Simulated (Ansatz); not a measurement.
# 73Ge nuclear quadrupole resonance in GePt at a changed volume

Cell: an entry of the Crystallography Open Database (COD), relaxed with PBE at fixed cell and then changed (volume scaled by 0.98, ions relaxed).

```xyz
8
Lattice="5.6935 0.0000 0.0000 0.0000 3.6762 0.0000 0.0000 0.0000 6.0471" Properties=species:S:1:pos:R:3 pbc="T T T"
Ge    4.6596    2.7571    3.5550
Ge    1.0340    0.9190    2.4922
Ge    3.8807    0.9190    0.5314
Ge    1.8128    2.7571    5.5157
Pt    5.6740    2.7571    1.1447
Pt    0.0195    0.9190    4.9025
Pt    2.8663    0.9190    4.1682
Pt    2.8273    2.7571    1.8789
```

Sites (sets of like atoms) are named by element and the number of their first atom in this list.

Level of theory: DFT, PBE, plane waves and PAW, scalar-relativistic, 420 eV cutoff, Γ-centred 8×13×8 k-points, Fermi–Dirac smearing 0.05 eV (Ansatz 0.2.0).

73Ge: I = 9/2, Q = -196.0 mb (year-2017 value). Static lattice, zero field.

Task: At which frequencies do the 73Ge NQR lines lie?

Result: For I = 9/2 and η = 0 the lines are |C_Q|/24 times 1, 2, 3 and 4; η shifts the lowest up most. At large η the states mix, and weaker lines appear at sums of the main ones; lines under 5 % of the strongest are left out.

```csv
site,atoms,V_zz (10²¹ V/m²),C_Q (MHz),η,line frequencies (MHz)
Ge,"1, 2, 3, 4",6.58,-31.2,0.98,"3.20, 3.25, 4.70, 4.76, 6.45"
```

With no gap above 0.1 eV, as in a metal, the gradients converge slowly in k; expect changes of a tenth or more on a denser mesh. Without spin–orbit coupling the gradients at and beside Pt can be off by some per cent, at some sites by more. At this changed cell the PBE pressure is 11 GPa.
